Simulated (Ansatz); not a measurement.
Si₂Ni:
```yaml
crystal:
  lattice:
    - [0.00000, 2.69354, 2.69354]
    - [2.69354, 0.00000, 2.69354]
    - [2.69354, 2.69354, 0.00000]
  atoms:
    - { symbol: Si, position: [0.25000, 0.25000, 0.25000] }
    - { symbol: Si, position: [0.75000, 0.75000, 0.75000] }
    - { symbol: Ni, position: [0.00000, 0.00000, 0.00000] }
```

Relaxed with r²SCAN in the plane-wave PAW code Ansatz. Indices refer to the conventional cell of Fm-3m, a = b = c = 5.3871 Å, α = β = γ = 90.00°.

**Question.** Simulate the powder diffraction pattern (Cu Kα, λ = 1.54184 Å; lines above 1 %) up to 2θ = 90°.

**Answer.** Simulated powder pattern, Cu Kα, λ = 1.54184 Å (kinematic, ideal powder, no thermal factors, no anomalous dispersion; the 30 strongest lines at most, above 1 %, up to 2θ = 90°):

```tsv
2θ (°)	d (Å)	I/Imax (%)	hkl
28.70	3.110	81	(111)
47.75	1.905	100	(220)
56.67	1.624	33	(311)
69.84	1.347	15	(400)
77.19	1.236	12	(331)
89.03	1.100	32	(422)
```

Symmetry was held in the r²SCAN relaxation. The run is not spin-polarised.

Potentials: the earlier of the program's two PAW sets.
